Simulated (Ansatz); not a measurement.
# Relaxing a structure of TiAl

The start is a generated cell, TiAl built in the CuAu structure type. Cell shape, volume and atoms are optimised at zero target pressure with PBEsol (plane waves to 420 eV, PAW, scalar-relativistic; Ansatz, a first-principles code). The first steps use a coarse 11×11×9 k-mesh.

Input geometry:
```yaml
crystal:
  lattice:
    - [2.85552, 0.00000, 0.00000]
    - [0.00000, 2.85552, 0.00000]
    - [0.00000, 0.00000, 3.74277]
  atoms:
    - { symbol: Al, position: [0.50000, 0.50000, 0.50000] }
    - { symbol: Ti, position: [0.00000, 0.00000, 0.00000] }
```

```yaml
initial_pressure: "+4.0 GPa (positive: the cell is compressed)"
outcome: The space group stays P4/mmm (No. 123) (the run could not lower it); the end is AFLOW prototype AB_tP2_123_a_d (L1_0, as in CuAu), with 2 atoms in the primitive cell
energy_released: 0.03 eV/atom
volume_change: +3.4 %, from 15.26 to 15.78 Å³/atom
optimiser_moves: 11
```

Relaxed structure:

Space group P4/mmm (No. 123); a = b = 2.797 Å, c = 4.032 Å, α = β = γ = 90.00°

| atom | site | symmetry | x | y | z |
|---|---|---|---|---|---|
| Al | 1d | 4/mmm | 0.5000 | 0.5000 | 0.5000 |
| Ti | 1a | 4/mmm | 0.0000 | 0.0000 | 0.0000 |

Final values are on a 17×17×12 k-mesh of the relaxed cell. No spin polarisation in the result.

The run could not lose the symmetry of its start; a randomly shaken copy of 2 atoms returns to this structure.

All atoms sit on sites fixed by symmetry, so only the cell could relax.
